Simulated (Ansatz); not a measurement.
## A plane-wave run on ScZn

Input file of Ansatz 0.2.0:

```yaml
crystal:
  lattice:
    - [3.39830576, 0.0, 0.0]
    - [0.0, 3.39830576, 0.0]
    - [0.0, 0.0, 3.39830576]
  atoms:
    - { symbol: Zn, position: [0.5, 0.5, 0.5] }
    - { symbol: Sc, position: [0.0, 0.0, 0.0] }
  symmetry: { tolerance: 0.0003 }
kpoints:
  mp_grid: { grid: [10, 10, 10], shift: [0, 0, 0] }
  band_path:
    path:
      - [0.0, 0.0, 0.0]
      - [0.0, 0.5, 0.0]
      - [0.5, 0.5, 0.0]
      - [0.0, 0.0, 0.0]
      - [0.5, 0.5, 0.5]
      - [0.0, 0.5, 0.0]
      - [0.5, 0.5, 0.5]
      - [0.5, 0.5, 0.0]
    npoints: 8
magnetization:
  spin_polarized: false
scf:
  occupations: { method: cold, width: 0.2158 }
  lower_state_search: "off"
  max_iter: 200
hamiltonian:
  pseudopotentials: { kind: paw }
  xc: r2scan
basis:
  ecutwfc: 500
  fft_grid_basis: typed
output:
  forces: true
  stress: true
  eigenvalues: true
  bader: true
  populations: true
  elf: true
  write_potential: true
  volumetric_format: npy
  dos:
    e_range: [-12, 8]
    de: 0.05
    projected: { site_lists: { Sc: [Sc], Zn: [Zn] } }
checkpoint:
  read: saved_state
```

The saved state is an earlier solution for the same cell, perhaps on another mesh. 

Excerpt of what it printed:

```
Pseudopotentials: kind: paw
Pseudopotential: Zn, paw, valence charge 12, recommended cutoff 500 eV (meta_gga), Zn.paw.azcp
Pseudopotential: Sc, paw, valence charge 11, recommended cutoff 500 eV (meta_gga), Sc.paw.azcp
Functional definition: r2SCAN
  exchange = r2scan_x(k0 = k0, k1 = k1, a1 = a1)
  correlation = r2scan_c
Crystal: 2 atoms, lattice volume = 39.245 Å³
Basis set: ecut = 500 eV, 1021 PW (Γ), exchange–correlation on 100×100×100 points (64 copies of the dense FFT grid, shifted against one another)
Bands: 16, of which v1, the nominal top of the filled ones, is band 12 counted from 1 (11 counted from 0)
Symmetry: 48 space group operations
Space group: Pm-3m (ITA 221), of the structure as read, at distance tolerance 1.0e-3 Å
k-points: 56 of 1000
Initial density: read from a saved state, or passed on in memory by an earlier SCF of this step, an earlier step, the calling program or the single point that the run made first
Functional: x = r2scan, c = r2scan; τ floored in thin density (d = 2e-4 eV/Å³)
Free energy (F): -5467.0632 eV
Harris-Foulkes:  -5467.0632 eV  (|F-HF|=4.70e-8)
Internal energy: -5467.0596 eV  (E = F + TS)
E sigma→0 (E₀):  -5467.0620 eV
Entropy (-TS):   -0.0036 eV (-1.809 meV/atom)
Fermi energy:    9.9915 eV
--- Stress (GPa, compression-positive) ---
       -4.3688       0.0000       0.0000
        0.0000      -4.3688       0.0000
        0.0000       0.0000      -4.3688
  P = ⅓ Tr σ = -4.3688 GPa (-43.688 kbar)
--- Löwdin populations: 2 sites ---
  site symbol       q [e]
     0     Zn     11.1514
     1     Sc     11.1257
  spilling = 0.0314 (of n_electrons = 23.0000)
--- Bader charges: 2 sites ---
  site symbol  charge [e]  shift [e]
     0     Zn     -1.4535     0.0001
     1     Sc      1.4535     0.0001
```

Total energies depend on the potentials used, so only differences within one code and one set of settings carry meaning.

Origin: a database entry at a rescaled volume. Caveats: wide smearing.
